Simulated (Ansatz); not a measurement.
Relaxation of a generated trial cell of Ti3Al in the AFLOW prototype AB3_hP8_182_c_g (as in Fe3C); 8 atoms in the cell, which starts as P6₃22 (No. 182), hP8; a = b = 5.744 Å, c = 4.980 Å, α = β = 90.00°, γ = 120.00°. All values below come from PBEsol (plane waves to 420 eV, PAW, scalar-relativistic; Ansatz, a quantum-chemistry and plane-wave program). Γ-centred k-mesh 7×7×7 on the run's cell (coarser than for final values), Fermi–Dirac smearing 0.05 eV. This is the first round of the run. 

The optimiser's lines from the output (shortened; P is positive under compression):

```
relax step   1: F+E_penalty+E_count = -15884.95894769 eV  Δ(F+E_penalty+E_count) = +0.000e0 eV  max|allowed force component| = 2.273e0 eV/Å  Δτ_max = 0.0000 Å  P = +12.901 GPa  Ω = 142.275 Å³  (8 SCF iters, dr2 threshold 1.00e-7 eV, accepted)
relax step   2: F+E_penalty+E_count = -15887.14469367 eV  Δ(F+E_penalty+E_count) = -2.186e0 eV  max|allowed force component| = 1.084e0 eV/Å  Δτ_max = 0.1946 Å  P = +6.098 GPa  Ω = 144.165 Å³  (7 SCF iters, dr2 threshold 8.00e-7 eV, accepted)
relax step   3: F+E_penalty+E_count = -15887.61868150 eV  Δ(F+E_penalty+E_count) = -4.740e-1 eV  max|allowed force component| = 4.738e-1 eV/Å  Δτ_max = 0.1810 Å  P = +5.753 GPa  Ω = 145.351 Å³  (8 SCF iters, dr2 threshold 8.00e-7 eV, accepted)
relax step   4: F+E_penalty+E_count = -15887.75081651 eV  Δ(F+E_penalty+E_count) = -1.321e-1 eV  max|allowed force component| = 2.546e-1 eV/Å  Δτ_max = 0.0508 Å  P = -2.817 GPa  Ω = 158.893 Å³  (7 SCF iters, dr2 threshold 8.00e-7 eV, accepted)
relax step   5: F+E_penalty+E_count = -15887.84731229 eV  Δ(F+E_penalty+E_count) = -9.650e-2 eV  max|allowed force component| = 7.763e-2 eV/Å  Δτ_max = 0.0263 Å  P = -0.129 GPa  Ω = 154.158 Å³  (6 SCF iters, dr2 threshold 8.00e-7 eV, accepted)
relax step   6: F+E_penalty+E_count = -15887.88982854 eV  Δ(F+E_penalty+E_count) = -4.252e-2 eV  max|allowed force component| = 7.912e-2 eV/Å  Δτ_max = 0.0273 Å  P = +1.090 GPa  Ω = 152.638 Å³  (6 SCF iters, dr2 threshold 8.00e-7 eV, accepted)
relax step   7: F+E_penalty+E_count = -15887.95100741 eV  Δ(F+E_penalty+E_count) = -6.118e-2 eV  max|allowed force component| = 3.255e-1 eV/Å  Δτ_max = 0.0256 Å  P = +1.758 GPa  Ω = 152.213 Å³  (6 SCF iters, dr2 threshold 8.00e-7 eV, accepted)
relax step   8: F+E_penalty+E_count = -15888.14465281 eV  Δ(F+E_penalty+E_count) = -1.936e-1 eV  max|allowed force component| = 4.019e-1 eV/Å  Δτ_max = 0.0072 Å  P = +1.263 GPa  Ω = 152.100 Å³  (6 SCF iters, dr2 threshold 8.00e-7 eV, accepted)
relax step   9: F+E_penalty+E_count = -15888.39585046 eV  Δ(F+E_penalty+E_count) = -2.512e-1 eV  max|allowed force component| = 3.145e-1 eV/Å  Δτ_max = 0.0184 Å  P = +0.997 GPa  Ω = 150.558 Å³  (6 SCF iters, dr2 threshold 8.00e-7 eV, accepted)
relax step  10: F+E_penalty+E_count = -15888.68670407 eV  Δ(F+E_penalty+E_count) = -2.909e-1 eV  max|allowed force component| = 1.884e-1 eV/Å  Δτ_max = 0.0340 Å  P = +0.335 GPa  Ω = 148.447 Å³  (6 SCF iters, dr2 threshold 8.00e-7 eV, accepted)
relax step  11: F+E_penalty+E_count = -15889.00296403 eV  Δ(F+E_penalty+E_count) = -3.163e-1 eV  max|allowed force component| = 3.074e-1 eV/Å  Δτ_max = 0.0240 Å  P = +0.425 GPa  Ω = 145.239 Å³  (6 SCF iters, dr2 threshold 8.00e-7 eV, accepted)
relax step  12: F+E_penalty+E_count = -15889.36338311 eV  Δ(F+E_penalty+E_count) = -3.604e-1 eV  max|allowed force component| = 3.340e-1 eV/Å  Δτ_max = 0.0333 Å  P = +0.932 GPa  Ω = 141.221 Å³  (6 SCF iters, dr2 threshold 8.00e-7 eV, accepted)
relax step  13: F+E_penalty+E_count = -15889.77792289 eV  Δ(F+E_penalty+E_count) = -4.145e-1 eV  max|allowed force component| = 1.646e-1 eV/Å  Δτ_max = 0.0671 Å  P = +2.218 GPa  Ω = 136.408 Å³  (7 SCF iters, dr2 threshold 8.00e-7 eV, accepted)
relax step  14: F+E_penalty+E_count = -15890.10268564 eV  Δ(F+E_penalty+E_count) = -3.248e-1 eV  max|allowed force component| = 1.742e-1 eV/Å  Δτ_max = 0.0478 Å  P = +3.459 GPa  Ω = 132.460 Å³  (7 SCF iters, dr2 threshold 8.00e-7 eV, accepted)
relax step  15: F+E_penalty+E_count = -15890.12990275 eV  Δ(F+E_penalty+E_count) = -2.722e-2 eV  max|allowed force component| = 1.385e-1 eV/Å  Δτ_max = 0.0716 Å  P = -5.013 GPa  Ω = 139.891 Å³  (7 SCF iters, dr2 threshold 8.00e-7 eV, accepted)
relax step  16: F+E_penalty+E_count = -15890.10663359 eV  Δ(F+E_penalty+E_count) = +2.327e-2 eV  max|allowed force component| = 3.093e-1 eV/Å  Δτ_max = 0.0191 Å  P = +4.263 GPa  Ω = 130.011 Å³  (7 SCF iters, dr2 threshold 8.00e-7 eV, rejected (line search))
relax step  17: F+E_penalty+E_count = -15890.22536659 eV  Δ(F+E_penalty+E_count) = -9.546e-2 eV  max|allowed force component| = 8.208e-2 eV/Å  Δτ_max = 0.0162 Å  P = -1.455 GPa  Ω = 135.972 Å³  (11 SCF iters, accepted)
relax step  18: F+E_penalty+E_count = -15890.23749176 eV  Δ(F+E_penalty+E_count) = -1.213e-2 eV  max|allowed force component| = 4.721e-3 eV/Å  Δτ_max = 0.0138 Å  P = -0.095 GPa  Ω = 134.586 Å³  (6 SCF iters, dr2 threshold 8.00e-7 eV, accepted)
relax step  19: F+E_penalty+E_count = -15890.23755354 eV  Δ(F+E_penalty+E_count) = -6.178e-5 eV  max|allowed force component| = 1.418e-4 eV/Å  Δτ_max = 0.0007 Å  P = -0.004 GPa  Ω = 134.491 Å³  (6 SCF iters, dr2 threshold 2.46e-8 eV, accepted)
relax step  20: F+E_penalty+E_count = -15890.69549544 eV  Δ(F+E_penalty+E_count) = -4.579e-1 eV  max|allowed force component| = 7.439e-3 eV/Å  Δτ_max = 0.0000 Å  P = +4.238 GPa  Ω = 134.491 Å³  stress off target by 6.31e0 GPa  SCF on the basis re-selected at this cell (its energy is not comparable with the rows above)  (9 SCF iters)
relax step  21: F+E_penalty+E_count = -15890.85709315 eV  Δ(F+E_penalty+E_count) = -1.616e-1 eV  max|allowed force component| = 1.413e-2 eV/Å  Δτ_max = 0.0067 Å  P = +1.646 GPa  Ω = 137.616 Å³  (6 SCF iters, dr2 threshold 8.00e-7 eV, accepted)
relax step  22: F+E_penalty+E_count = -15890.87837048 eV  Δ(F+E_penalty+E_count) = -2.128e-2 eV  max|allowed force component| = 6.399e-3 eV/Å  Δτ_max = 0.0072 Å  P = -0.249 GPa  Ω = 140.262 Å³  (6 SCF iters, dr2 threshold 8.00e-7 eV, accepted)
relax step  23: F+E_penalty+E_count = -15890.87873291 eV  Δ(F+E_penalty+E_count) = -3.624e-4 eV  max|allowed force component| = 9.891e-5 eV/Å  Δτ_max = 0.0009 Å  P = +0.024 GPa  Ω = 139.868 Å³  (6 SCF iters, dr2 threshold 1.61e-7 eV, accepted)
relax step  24: F+E_penalty+E_count = -15890.87873627 eV  Δ(F+E_penalty+E_count) = -3.359e-6 eV  max|allowed force component| = 3.081e-4 eV/Å  Δτ_max = 0.0001 Å  P = -0.000 GPa  Ω = 139.905 Å³  (6 SCF iters, dr2 threshold 8.00e-9 eV, accepted)
relax step  25: F+E_penalty+E_count = -15890.87973977 eV  Δ(F+E_penalty+E_count) = -1.003e-3 eV  max|allowed force component| = 3.546e-4 eV/Å  Δτ_max = 0.0000 Å  P = -0.003 GPa  Ω = 139.905 Å³  stress off target by 3.38e-3 GPa  SCF on the basis re-selected at this cell (its energy is not comparable with the rows above)  (6 SCF iters)
```

From the first to the last row the energy changes by -0.74 eV/atom and the volume by -1.7 %. The last row is marked as not comparable with the walk above it, whose basis was carried along; it does compare with step 1, since both stand on a basis selected at the nominal cutoff for their own cell.

Energy and pressure jump between steps 19 and 20 at one geometry, where the plane-wave basis was selected anew. While the cell walks, the set of plane waves is carried along, so its effective cutoff drifts with the strain; re-selecting it at 420 eV moved the energy by -0.057 eV/atom and the pressure by 4.2 GPa. Only step 1 and rows on a re-selected basis compare with each other.

Step 16 was rejected by the optimiser.

Later rounds, restarted from the end of this one on a renewed k-mesh, logged 5 more steps and released under 0.01 eV/atom more. The final structure after all rounds: P6₃22 (No. 182), hP8; a = b = 7.530 Å, c = 2.851 Å, α = β = 90.00°, γ = 120.00°. Between re-selections the logged energies stand on a plane-wave basis carried along with the cell. No spin polarisation in the result.

The run could not lower the symmetry of its start; a shaken copy of this end point relaxes with PBEsol to P-62m (No. 189), 0.30 eV/atom lower.

The relaxed structure here is a generated cell of Ti3Al: the first start was made by placing the elements on the sites of a structure type, and the end was not matched to a known phase here, so it may be hypothetical. Known forms of Ti3Al include space group No. 194.
